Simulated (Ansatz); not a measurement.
An Ansatz input:

```yaml
crystal:
  lattice:
    - [2.4305372443, 0.0, 0.0]
    - [-1.2152686221, 2.1049069984, 0.0]
    - [0.0, 0.0, 3.924816526]
  atoms:
    - { symbol: Mn, position: [0.3333333333, 0.6666666667, 0.25], spin: 3.0, spin_axis: [0, 0, 1] }
    - { symbol: Mn, position: [0.6666666667, 0.3333333333, 0.75], spin: 3.0, spin_axis: [0, 0, 1] }
hamiltonian:
  xc: lda
  pseudopotentials:
    kind: paw_fr
    azcp:
      Mn: "pseudopotentials/Mn.paw.azcp"
basis:
  ecutwfc: 420
  fft_grid_basis: typed
kpoints:
  mp_grid: { grid: [15, 15, 8], shift: [0, 0, 0] }
magnetization:
  noncollinear: true
  spin_orbit: true
scf:
  occupations: { method: fermi_dirac, width: 0.05 }
```

Terminal output

```
Warning: the record states the generating functional pbe (its physics header spells it `PBE`), which answers neither for hamiltonian.xc's functional nor for the lda family's — results may be inconsistent (PPs are generated against a specific XC)
Engine: ansatz 0.2.0, x86_64-unknown-linux-gnu
Pseudopotentials: kind: paw_fr
Pseudopotential: Mn, paw_fr, valence charge 15, recommended cutoff 420 eV (normal) 
Functional definition: SPW92
  exchange = slater_x
  correlation = pw_c
Crystal: 2 atoms, lattice volume = 20.080 Å³
Basis set: ecut = 420 eV, 391 PW (Γ)
Bands: 38, of which v1, the nominal top of the filled ones, is band 30 counted from 1 (29 counted from 0)
Symmetry: 12 space group operations + 12 with time reversal
Magnetic group: BNS 194.270 (UNI 1500), of the structure as read, at distance tolerance 2.7e-5 Å
k-points: 135 of 1800 (time reversal used)
Projection manifold: j_resolved (fully-relativistic pseudo-atomic orbitals)
Non-local potential: Mn, projectors of the file, l = 0: 3, l = 1: 4, l = 2: 6, l = 3: 2
PAW form: soft (Blöchl's): semilocal exchange-correlation on the pseudo side does not see the compensation charge
PAW frozen core: Mn, regenerated for the run's functional, and the local potential with it (the file was generated under x = pbe(κ = 0.804, μ = 0.2195149727645171), c = pbe(β = 0.06672455060314922))
PAW one-centre angular grid: Mn, 590 points (default); XC on 64 Gauss nodes
Initial density: superposition of atomic densities (chi_scale 0.1, normalization cell)
Starting moments: Σ|m| = 6 μB on 2 of 2 sites
Initial wavefunctions: pseudopotential atomic-orbital guess
Functional: x = slater, c = lda
SCF iter   1: F=—  HF=-7681.790641 eV  |F-HF|=—  |Δ(HF+E_count)|=         —  Δρ=3.42e-1  dr2=2.10e0  dr2_m=5.37e0  ethr=3.10e-3  |M|=2.94e0 ∫|m|=2.94e0 μB  |m|>n=0.0e0 m-floor=0.0e0 τ_xc=1.0e-47  β_m=0.30  ⟨swp⟩=8.7  Hψ=25502  notcnv=0  defer=7
SCF iter   2: F=—  HF=-7681.864931 eV  |F-HF|=—  |Δ(HF+E_count)|=   7.43e-2  Δρ=2.72e-1  dr2=5.11e-1  dr2_m=3.41e0  ethr=3.10e-3  |M|=2.63e0 ∫|m|=2.64e0 μB  |m|>n=0.0e0 m-floor=0.0e0 τ_xc=4.7e-20  β_m=0.30  ⟨swp⟩=2.9  Hψ=9371  notcnv=0  defer=51
SCF iter   3: F=—  HF=-7682.045573 eV  |F-HF|=—  |Δ(HF+E_count)|=   1.81e-1  Δρ=2.16e-1  dr2=1.09e-2  dr2_m=2.14e0  ethr=1.70e-3  |M|=2.40e0 ∫|m|=2.41e0 μB  |m|>n=0.0e0 m-floor=0.0e0 τ_xc=7.1e-20  β_m=0.30  ⟨swp⟩=3.0  Hψ=8581  notcnv=0  defer=51
SCF iter   4: F=—  HF=-7682.280003 eV  |F-HF|=—  |Δ(HF+E_count)|=   2.34e-1  Δρ=1.92e-1  dr2=7.07e-3  dr2_m=1.69e0  ethr=3.64e-5  |M|=2.07e0 ∫|m|=2.08e0 μB  |m|>n=0.0e0 m-floor=0.0e0 τ_xc=7.3e-20  β_m=0.30  ⟨swp⟩=3.1  Hψ=11866  notcnv=0  defer=43
SCF iter   5: F=—  HF=-7682.446870 eV  |F-HF|=—  |Δ(HF+E_count)|=   1.67e-1  Δρ=1.65e-1  dr2=1.16e-4  dr2_m=1.26e0  ethr=2.36e-5  |M|=1.82e0 ∫|m|=1.83e0 μB  |m|>n=0.0e0 m-floor=0.0e0 τ_xc=6.9e-20  β_m=0.30  ⟨swp⟩=2.5  Hψ=10241  notcnv=0  defer=45
SCF iter   6: F=—  HF=-7682.572004 eV  |F-HF|=—  |Δ(HF+E_count)|=   1.25e-1  Δρ=1.47e-1  dr2=1.18e-4  dr2_m=9.88e-1  ethr=3.87e-7  |M|=1.57e0 ∫|m|=1.58e0 μB  |m|>n=0.0e0 m-floor=0.0e0 τ_xc=6.7e-20  β_m=0.30  ⟨swp⟩=3.0  Hψ=11845  notcnv=0  defer=47
SCF iter   7: F=—  HF=-7682.668145 eV  |F-HF|=—  |Δ(HF+E_count)|=   9.61e-2  Δρ=1.30e-1  dr2=1.86e-4  dr2_m=7.80e-1  ethr=3.87e-7  |M|=1.35e0 ∫|m|=1.35e0 μB  |m|>n=0.0e0 m-floor=0.0e0 τ_xc=6.4e-20  β_m=0.30  ⟨swp⟩=3.0  Hψ=11309  notcnv=0  defer=49
...
SCF iter  15: F=—  HF=-7682.975802 eV  |F-HF|=—  |Δ(HF+E_count)|=   6.26e-5  Δρ=3.58e-4  dr2=1.63e-6  dr2_m=5.97e-6  ethr=7.58e-8  |M|=1.07e-4 ∫|m|=1.23e-3 μB  |m|>n=0.0e0 m-floor=0.0e0 τ_xc=2.4e-23  β_m=0.79  ⟨swp⟩=2.3  Hψ=7626  notcnv=0  defer=114
SCF iter  16: F=—  HF=-7682.975806 eV  |F-HF|=—  |Δ(HF+E_count)|=   4.76e-6  Δρ=5.09e-5  dr2=2.15e-7  dr2_m=1.20e-7  ethr=5.42e-9  |M|=2.20e-4 ∫|m|=2.31e-4 μB  |m|>n=0.0e0 m-floor=0.0e0 τ_xc=3.6e-25  β_m=0.84  ⟨swp⟩=2.0  Hψ=8832  notcnv=0  defer=114
SCF iter  17: F=—  HF=-7682.975806 eV  |F-HF|=—  |Δ(HF+E_count)|=   1.07e-8  Δρ=2.06e-5  dr2=3.15e-8  dr2_m=1.14e-8  ethr=3.33e-10  |M|=4.96e-5 ∫|m|=6.14e-5 μB  |m|>n=0.0e0 m-floor=0.0e0 τ_xc=2.7e-26  β_m=0.84  ⟨swp⟩=7.1  Hψ=17891  notcnv=0
SCF iter  18: F=—  HF=-7682.975806 eV  |F-HF|=—  |Δ(HF+E_count)|=   7.28e-9  Δρ=3.68e-6  dr2=1.38e-10  dr2_m=6.24e-10  ethr=1.05e-10  |M|=1.63e-5 ∫|m|=1.89e-5 μB  |m|>n=0.0e0 m-floor=0.0e0 τ_xc=9.2e-28  β_m=0.92  ⟨swp⟩=3.0  Hψ=10681  notcnv=0
SCF iter  19: F=-7682.975806 eV  HF=-7682.975806 eV  |F-HF|=1.36e-11  |Δ(HF+E_count)|=  4.27e-10  Δρ=4.54e-7  dr2=2.42e-11  dr2_m=8.51e-12  ethr=1.00e-12  |M|=2.08e-6 ∫|m|=2.44e-6 μB  |m|>n=0.0e0 m-floor=0.0e0 τ_xc=2.5e-30  ⟨swp⟩=3.0  Hψ=13400  notcnv=0
WARN: the starting moments were not kept: the SCF closed with an absolute magnetisation of 2.4e-6 μB, where they sum to 6 μB in size (2 sites). That is at most 0.1 of that sum. Measured as dr2_m measures the in/out step, that magnetisation stands 4.0e-12 eV from none, at or under the dr2_threshold of 1.0e-7 eV: it is no larger than a step whose dr2_m would equal this threshold. The system may hold no moment; this SCF shows only that its start led to no more than that. To try another start: raise the starting moments (crystal.atoms[].spin, magnetization.per_species, magnetization.initial_magnetization, or on a non-collinear deck that types none of these the spinor_matrix: blocks that start its atoms; where the total moment is fixed, keep their sum and leave initial_magnetization as it is; typed ones take the place of any that the run laid by itself, positive ones on a crystal's lanthanoids without a Hubbard term where scf.initial_density.shell_occupations: [] is typed) or, if the notice of its spin-set hold's release reads "site moments contracting" or "site moments show no strong build", lengthen the hold (scf.mixing.spin_hold: { on: { confirm: 4 } }; for m-r²SCAN on two components see the key's manual first). Each may lead to a state that holds a moment. A second SCF, from the converged charge density, with the starting moments and any scf.initial_density.shell_occupations laid on it anew, would have followed, and was not run: the deck does not ask for one (magnetization.retry_lost_moments is false, the default). To let it run, set magnetization.retry_lost_moments: true and run the deck again, where that key's refused combinations let it; where memory then withholds it, that run's warning says so.
SCF 1 converged in 19 iterations: F = -7682.975806 eV  dr2 = 2.42e-11
SCF converged after 19 iterations
Magnetization: |M| = 0.0000 μB,  M = (-0.0000, +0.0000, -0.0000) μB
Absolute magnetization: 0.0000 μB (∫|m|, with the PAW one-centre terms)
  site 0: m = (-0.0000, -0.0000, -0.0000) μB, |m| = 0.0000 μB  (R = 1.00 Å)
  site 1: m = (+0.0000, +0.0000, -0.0000) μB, |m| = 0.0000 μB  (R = 1.00 Å)
Free energy (F): -7682.975806 eV
Harris-Foulkes:  -7682.975806 eV  (|F-HF|=1.36e-11)
Internal energy: -7682.954268 eV  (E = F + TS)
E sigma→0 (E₀):  -7682.965037 eV
Entropy (-TS):   -0.021538 eV (-10.769 meV/atom)
Fermi energy:    21.459041 eV
--- Per-component energies (eV) ---
  E_band       = -271.772272
  E_kinetic    = 622.601980
  E_local      = -2989.188716  (includes V_loc(G=0)·N_el)
  E_nonlocal   = 481.122071
  E_hartree    = 1249.242050
  E_xc         = -232.505078
  E_vxc        = -299.346244  (∫ρ·V_xc dr)
  E_paw        = -2477.504803  (= ΣΔE_a)
  E_vpaw       = -585.445092  (= ΣTr[D̂ρ^β])
  E_aug_tail   = -0.000020  (compensation charges beyond the density's cutoff)
  E_ewald      = -4337.492821
  E_core_change = 0.771069  (= ΣΔE_core)
  E_smearing   = -0.021538  (= −TS)
  E_closure    = 0.000000  (closes the sum)
  Σ components = -7682.975806   (vs F -7682.975806, Δ=0.00e0)
```

Launched by

```sh
ansatz run input.yaml --threads 2 --pin off --max-ram 5120MiB --backend cpu --events-out ev --progress --plain --runs-dir out
```

On 2 threads of Intel(R) Xeon(R) Platinum 8488C (Sapphire Rapids) (shared host) this took about 32 s of wall time and 62 s of CPU time.
